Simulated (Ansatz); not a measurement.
CdF$_{2}$:
```xyz
3
Lattice="0.0000 2.7407 2.7407 2.7407 0.0000 2.7407 2.7407 2.7407 0.0000" Properties=species:S:1:pos:R:3 pbc="T T T"
Cd     0.0000     0.0000     0.0000
F      1.3704     1.3704     1.3704
F      4.1111     4.1111     4.1111
```

Relaxed with PBE. Special points in fractions of this cell's reciprocal vectors: Γ (0.000, 0.000, 0.000); X (0.500, 0.000, 0.500); U (0.625, 0.250, 0.625); K (0.375, 0.375, 0.750); L (0.500, 0.500, 0.500); W (0.500, 0.250, 0.750).

Task: List the band energies nearest the valence-band maximum at these points for DFT-PBE with spin–orbit coupling in the program Ansatz with PAW potentials.

Result: In eV from the valence-band maximum; about four levels below and three above (degenerate sets whole), none deeper than 8.9 eV; points with the same levels are listed once.

| k | below | above |
|---|---|---|
| Γ | -0.58 -0.58 -0.58 -0.58 -0.49 -0.49 | 2.91 2.91 12.04 12.04 |
| X | -0.12 -0.12 -0.05 -0.05 | 7.60 7.60 9.37 9.37 |
| U | -0.30 -0.30 -0.19 -0.19 | 7.56 7.56 10.40 10.40 |
| L | -0.47 -0.47 -0.37 -0.37 | 6.80 6.80 8.97 8.97 |
| W | -0.51 -0.51 0.00 0.00 | 7.66 7.66 11.14 11.14 |

Space group Fm-3m (fluorite). The PBE relaxation kept the symmetry of its start; phonons on a q-mesh show no instability.

Potentials: the later of the program's two PAW sets.
